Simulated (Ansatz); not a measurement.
Ca$_{2}$Ge (anti-fluorite, Fm-3m), a = b = c = 7.114 Å, α = β = γ = 90.00°; the cell used has 3 atoms.

Relaxed with PBEsol. DFT-PBEsol in the program Ansatz with PAW potentials gives a gap of 0.51 eV.

**Question.** What gap does HSE06 give on the same cell (Ansatz, PAW)?

**Answer.** 1.02 eV, 0.51 eV more. The hybrid was solved on a coarser mesh and at special points; the gap given is the minimum over both.

| k | v1 PBEsol | c1 PBEsol | v1 HSE06 | c1 HSE06 |
|---|---|---|---|---|
| Γ | -0.42 | 1.33 | (withheld) | (withheld) |
| X | 0.00 | 0.51 | -0.03 | 1.02 |
| L | -0.08 | 2.49 | (withheld) | (withheld) |
| W | -0.34 | 1.13 | (withheld) | (withheld) |
| K | -0.01 | 0.96 | (withheld) | (withheld) |

**Question.** Top valence (v1) and lowest conduction level (c1) in eV from each method's valence maximum (which need not be a listed point): supply the withheld HSE06 values.

**Answer.** 
- L, v1 HSE06: -0.01
- L, c1 HSE06: 3.35
- W, v1 HSE06: -0.39
- W, c1 HSE06: 1.78
- K, v1 HSE06: 0.00
- K, c1 HSE06: 1.58
- Γ, v1 HSE06: -0.34
- Γ, c1 HSE06: 1.98

Cost on shared cores: the PBEsol run (SCF on a 7×7×7 mesh, then bands and DOS) very roughly 22 core-seconds, the HSE06 run (SCF on 5×5×5, then a few points) about 3 core-minutes (a rough figure); the tasks are unlike.

The first step of the workflow began from a Materials Project structure, measured or hypothetical; the Crystallography Open Database copy checked does not list it. COD files the formula under space group No. 186. Its standing as an ambient phase is unchecked. Symmetry was held in the PBEsol relaxation; whether a distortion lowers the energy is not shown. Scalar-relativistic: spin–orbit coupling is off unless named, which matters more the heavier the elements.

Potentials: the later of the program's two PAW sets.
